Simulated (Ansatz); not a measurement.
Starting cell, ZnSe (zinc blende):

```
CELL_PARAMETERS angstrom
      0.00000     2.83273     2.83273
      2.83273     0.00000     2.83273
      2.83273     2.83273     0.00000
ATOMIC_POSITIONS crystal
  Se 0.75000 0.75000 0.75000
  Zn 0.00000 0.00000 0.00000
```

In this cell atom 1 (Se, nearest neighbour Zn at 2.453 Å; its periodic images, 4.0 Å or more away, move with it) is moved by s towards the nearest neighbour, unit vector (0.577, 0.577, 0.577); all other atoms and the cell stay fixed.

These are r2SCAN (plane waves to 500 eV, PAW, scalar-relativistic; Ansatz, a quantum-chemistry and plane-wave program) values and carry that method's errors. k mesh 8×8×8 (Γ-centred), Fermi-Dirac smearing 0.05 eV. E stands for the smeared free energy. Left out: 1 of 11 points, with atoms too close for the PAW data. ZnSe was relaxed with its symmetry unable to fall. The zero of ΔE is the undisplaced structure.

```csv
s (Å),ΔE (meV/cell)
-0.740,486
-0.592,399
-0.444,284
-0.296,157
-0.148,49
0.000,0
0.148,74
0.296,372
0.444,1056
0.592,2416
```

Problem. What force constant k = d²E/ds² at s = 0 does the table give?

Solution. 5.5 eV/Å². It is the second difference of the nearest points, corrected with the next pair.

Problem. With k = 5.47 eV/Å² from the forces, is the well harmonic out to s = 0.592 Å?

Solution. ½ks² = 959 meV/cell against the computed 2416 meV/cell, so the well is stiffer than harmonic there.

(A displaced cell: forces are minus the slopes of the energy, force constants its curvatures, and phonons follow from these.)
